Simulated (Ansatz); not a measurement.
MgTe:
```cif
data_MgTe
_chemical_formula_sum 'Mg1 Te1'
_space_group_name_H-M_alt 'P 1'
_space_group_IT_number 1
_cell_length_a 3.71285
_cell_length_b 3.71285
_cell_length_c 3.71285
_cell_angle_alpha 90.000
_cell_angle_beta 90.000
_cell_angle_gamma 90.000
loop_
_space_group_symop_operation_xyz
  'x, y, z'
loop_
_atom_site_label
_atom_site_type_symbol
_atom_site_fract_x
_atom_site_fract_y
_atom_site_fract_z
_atom_site_occupancy
Mg1 Mg 0.00000 0.00000 0.00000 1
Te1 Te 0.50000 0.50000 0.50000 1
```

Relaxed with PBE.

Problem. Decompose the optical modes at the zone centre into irreducible representations, and say which are infrared and Raman allowed.

Solution. Point group m-3m: Γ_opt = T1u. Infrared: T1u. Raman: none.

Problem. Assign frequencies (DFPT, PBE in the plane-wave PAW code Ansatz).

Solution. T1u 60 cm⁻¹.

Space group Pm-3m (CsCl type). The cell is a constructed one: a structure type filled with these elements; neither database checked (COD, Materials Project) lists it. COD files the formula under space group No. 186, so this cell is another polymorph or a model. Whether it is the stable phase at ambient conditions was not checked. Symmetry was held in the PBE relaxation. At this level the phase is dynamically unstable (imaginary phonons). As this level gives no gap, phonon frequencies hold no LO–TO term and depend on the k-mesh and smearing (Fermi–Dirac, 0.1 eV here). Scalar-relativistic: spin–orbit coupling is off unless named, which matters more the heavier the elements.

Potentials: the later of the program's two PAW sets.
